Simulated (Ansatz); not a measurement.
SrGaHO₂ in space group P4/mmm (No. 123; Sr on 1d, Ga on 1a, O on 2f, H on 1b) at seven volumes, PBE (plane waves, PAW; program Ansatz), shape and atoms relaxed at each. One row is withheld.

| V (Å³/atom) | P (GPa) |
|---|---|
| 10.528 | 13.56 |
| 10.875 | 8.29 |
| 11.222 | 3.81 |
| 11.569 | 0.00 |
| 11.916 | -3.25 |
| 12.263 | -6.01 |
| 12.610 | ? |

Task: Fit the shown pressures and predict the withheld one.

Result: Third-order Birch–Murnaghan: P = (3/2)B₀(x^(7/2) − x^(5/2))[1 + (3/4)(B′ − 4)(x − 1)] with x = (V₀/V)^(2/3). Least squares on the six rows gives V₀ = 11.569 Å³/atom, B₀ = 117.1 GPa, B′ = 4.35. At V = 12.610, x = 0.9442 and P = -8.37 GPa. The run itself gave -8.37 GPa.

The start of the workflow was typed in or built on a structure type; neither database checked (COD, Materials Project) lists it. Whether it is the stable phase at ambient conditions was not checked. The PBE relaxation kept the symmetry of its start; its stability against distortions is not shown here.

Potentials: the earlier of the program's two PAW sets.
